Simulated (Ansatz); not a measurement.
**What DFT gives for ScCr$_{3}$**

```
CELL_PARAMETERS angstrom
0.00000 3.75951 0.00000
3.75951 0.00000 0.00000
1.87975 1.87975 -4.17929
ATOMIC_POSITIONS crystal
Sc 0.50000 0.50000 0.00000
Cr 0.00000 0.00000 0.00000
Cr 0.75000 0.25000 0.50000
Cr 0.25000 0.75000 0.50000
```

Method: r2SCAN, no spin polarisation; PAW, plane waves to 500 eV, 10×10×10 Γ-centred mesh, fermi-dirac occupations (width 0.1 eV) (Ansatz 0.2.0), atoms fixed.

Q: Describe some of the short contacts.

A: Sc–Cr at 2.66 Å: least valence density 0.23 e/Å³ and ELF 0.12 there. Cr–Cr at 2.66 Å: least valence density 0.30 e/Å³ and ELF 0.34 there. Both are smooth PAW fields, read partly inside the augmentation spheres.

Q: Give the Bader charges.

A: Bader charges in e: Sc +1.32, Cr -0.45 to -0.42. In the mean Sc gives up most and Cr takes most.

Q: What does the stress say?

A: The pressure is -10.0 GPa (compression positive), so with the atoms held at these fractions the cell would first shrink. The principal stresses -13.6, -13.6, -2.8 GPa differ, so its shape would change too.

Q: Metal or insulator?

A: It is a metal, with about 5.7 states/eV a cell as the mean within 0.25 eV of the Fermi level, mostly Cr d (83 %).

Origin: a known structure type with other elements, at an estimated volume, so it need not be a known compound. Caveats: no spin polarisation, so a magnetic state may lie lower.
